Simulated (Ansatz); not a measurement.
Sc:
Space group P6₃/mmc (No. 194); a = b = 3.319 Å, c = 5.172 Å, α = β = 90.00°, γ = 120.00°

```json
[
 {"atom": "Sc", "site": "2d", "symmetry": "-6m2", "x": "0.6667", "y": "0.3333", "z": "0.2500"}
]
```

Relaxed with r²SCAN+D4.

Problem. Which orbitals make up the states near the Fermi level in the program Ansatz at the r²SCAN+D4 level (PAW)?

Solution. Within 0.5 eV of the Fermi level: Sc 3d 85 %, outside the projected shells 11 %. Projections are on Löwdin-orthogonalised atomic valence shells; empty p or d shells of many metals are not among them.

Problem. Tabulate the density of states.

Solution. States/eV per cell of 2 atoms, in 0.25 eV bins, energy from the Fermi level.

```csv
E (eV),total,Sc 3d,Sc 4s,Sc 3p
-5.60,0.00,0.00,0.00,0.00
-5.35,0.08,0.00,0.07,0.00
-5.10,0.15,0.00,0.14,0.00
-4.85,0.20,0.00,0.19,0.00
-4.60,0.25,0.00,0.23,0.00
-4.35,0.29,0.01,0.27,0.00
-4.10,0.34,0.01,0.31,0.01
-3.85,0.38,0.02,0.34,0.01
-3.60,0.43,0.03,0.38,0.01
-3.35,0.48,0.05,0.41,0.01
-3.10,0.54,0.07,0.45,0.01
-2.85,0.61,0.11,0.48,0.01
-2.60,0.70,0.16,0.51,0.01
-2.35,0.81,0.24,0.54,0.01
-2.10,0.96,0.36,0.56,0.01
-1.85,1.26,0.61,0.60,0.01
-1.60,1.59,0.96,0.56,0.01
-1.35,1.61,1.10,0.44,0.01
-1.10,1.85,1.37,0.38,0.01
-0.85,1.98,1.59,0.25,0.01
-0.60,2.44,2.20,0.10,0.01
-0.35,3.66,3.22,0.14,0.02
-0.10,3.74,3.14,0.12,0.02
0.15,3.63,2.98,0.15,0.02
0.40,1.82,1.57,0.07,0.01
0.65,1.47,1.35,0.03,0.00
0.90,1.87,1.69,0.04,0.00
1.15,4.04,3.55,0.13,0.01
1.40,4.97,4.43,0.14,0.01
1.65,4.15,3.92,0.10,0.01
1.90,4.62,4.40,0.09,0.00
2.15,4.21,4.05,0.04,0.00
2.40,2.40,2.33,0.02,0.00
2.65,2.26,2.21,0.01,0.00
2.90,2.30,2.26,0.01,0.00
3.15,2.49,2.44,0.02,0.00
3.40,2.84,2.77,0.04,0.00
```

Space group P6_3/mmc (hcp (Mg type)). The r²SCAN+D4 relaxation kept the symmetry of its start. The run is not spin-polarised. The pairwise dispersion correction was not fitted to metals. Axis ratios of metals converge slowly with the k-mesh, so a and c are less sure than the volume.

Potentials: the later of the program's two PAW sets.
